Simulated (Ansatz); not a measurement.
A scan (energy over volume and axial ratio; atoms clamped) gave these values. All values below come from r2SCAN (plane waves to 500 eV, PAW, scalar-relativistic; Ansatz, a first-principles code).

- Shear modulus C′ = (C11 − C12)/2 (fit, atoms clamped) = 25 GPa

**Question.** Of these crystals, all scanned alike, which one is it?
A) BaF₂ (fluorite)
B) CdS (zinc blende)
C) HfN (rock salt)
D) Mo (bcc, W type)

**Answer.** A, BaF₂ (fluorite). The others have, for the shear modulus C′ = (C11 − C12)/2: CdS 9 GPa, Mo 156 GPa, HfN 236 GPa

All were relaxed with their symmetry unable to fall. HfN is run without spin polarisation. Mo is run without spin polarisation. Spin-orbit coupling is left out.

(Under strain, the slope of the energy per volume gives the stress and its curvature an elastic modulus.)
